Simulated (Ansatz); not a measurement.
Li2MoO3:
```
Li2MoO3
1.0
    1.67296    -0.05285     4.94165
    2.24454     4.39711     0.00000
   -4.93449     0.00000     0.00000
Li Mo O
4 2 6
Direct
  0.98690   0.80714   0.13982
  0.01310   0.19286   0.86018
  0.00000   0.50000   0.50000
  0.50000   0.50000   0.00000
  0.49662   0.86130   0.64199
  0.50338   0.13870   0.35801
  0.72686   0.14287   0.06288
  0.27314   0.85713   0.93712
  0.72330   0.49322   0.72304
  0.27670   0.50678   0.27696
  0.23309   0.17623   0.58729
  0.76691   0.82377   0.41271
```

Relaxed with r²SCAN. Special points in fractions of this cell's reciprocal vectors: Γ (0.000, 0.000, 0.000); X (0.500, 0.000, 0.000); Y (0.000, 0.500, 0.000); Z (0.000, 0.000, 0.500); R2 (-0.500, -0.500, 0.500); T2 (0.000, -0.500, 0.500); U2 (-0.500, 0.000, 0.500); V2 (0.500, -0.500, 0.000).

List the band energies nearest the valence-band maximum at these points for the program Ansatz at the r²SCAN level (PAW).

In eV from the valence-band maximum; about four levels below and three above (degenerate sets whole), none deeper than 8.9 eV; points with the same levels are listed once.

```tsv
k	below	above
Γ	-3.41 -3.05 -1.83 -0.33	0.47 0.83 1.76
X	-3.43 -3.09 -1.75 -0.37	0.53 0.91 1.76
Y	-3.60 -3.34 -1.81 -0.62	0.37 1.01 1.83
Z	-3.60 -3.50 -1.96 -0.52	0.41 1.18 1.87
R2	-3.52 -3.36 -2.21 -0.10	0.28 1.01 1.57
T2	-3.39 -3.36 -2.02 0.00	0.36 1.11 1.56
U2	-3.56 -3.46 -1.91 -0.62	0.21 1.04 1.80
V2	-3.53 -3.48 -1.96 -0.59	0.44 1.03 1.84
```

Space group P-1. The workflow started from a Materials Project entry (that database holds measured and hypothetical structures alike); the Crystallography Open Database copy checked does not list it. Entries of such low symmetry are often ordered models of mixed-site phases. Its standing as an ambient phase is unchecked. The r²SCAN relaxation kept the symmetry of its start; its stability against distortions is not shown here. The run is not spin-polarised. No Hubbard U is applied. Scalar-relativistic: spin–orbit coupling is off unless named, which matters more the heavier the elements.

Potentials: the later of the program's two PAW sets.
